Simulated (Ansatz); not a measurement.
# What DFT gives for Cu2Ni3S2

```yaml
crystal:
  lattice:
    - [4.94369, 0.00000, 0.00000]
    - [2.42086, 4.31039, 0.00000]
    - [2.42086, 1.41690, 4.07086]
  atoms:
    - { symbol: Cu, position: [0.50000, 0.50000, 0.50000] }
    - { symbol: S, position: [0.21500, 0.21500, 0.21500] }
    - { symbol: S, position: [0.78500, 0.78500, 0.78500] }
    - { symbol: Cu, position: [0.00000, 0.00000, 0.00000] }
    - { symbol: Ni, position: [0.00000, 0.50000, 0.50000] }
    - { symbol: Ni, position: [0.50000, 0.00000, 0.50000] }
    - { symbol: Ni, position: [0.50000, 0.50000, 0.00000] }
```

Method: PBE, spin-orbit coupling; PAW, plane waves to 420 eV, 5×5×5 Γ-centred mesh, fermi-dirac occupations (width 0.1 eV) (Ansatz 0.2.0), atoms fixed.

The state carries no moments; the state need not be the lowest.

**Question.** What happens at the Fermi level?

**Answer.** It is a metal, with about 4.7 states/eV a cell as the mean within 0.25 eV of the Fermi level, mostly Ni d (49 %), S p (25 %) and Cu d (15 %).

**Question.** Is the cell too large or too small?

**Answer.** The pressure is 20.3 GPa (compression positive), so with the atoms held at these fractions the cell would first expand; the forces are large, so a full relaxation may end otherwise. The principal stresses 19.2, 19.2, 22.4 GPa differ, so its shape would change too.

**Question.** Which element gives electrons and which takes them?

**Answer.** Bader charges in e: Cu +0.27 to +0.31, Ni +0.13, S -0.49. In the mean Cu gives up most and S takes most.

**Question.** Which atom feels the largest force, and which way?

**Answer.** The largest is on S2 (and as large on other atoms): 3.05 eV/Å, components (-2.48, -1.45, -1.03). It makes 135° with the line to a nearest neighbour, Ni5 at 2.03 Å, pointing away from it.

Origin: a known structure type with other elements, at an estimated volume, so it need not be a known compound. Caveats: the k mesh is coarse if the cell is a metal; atoms or cell far from equilibrium; the SCF threshold is loose for a stress.
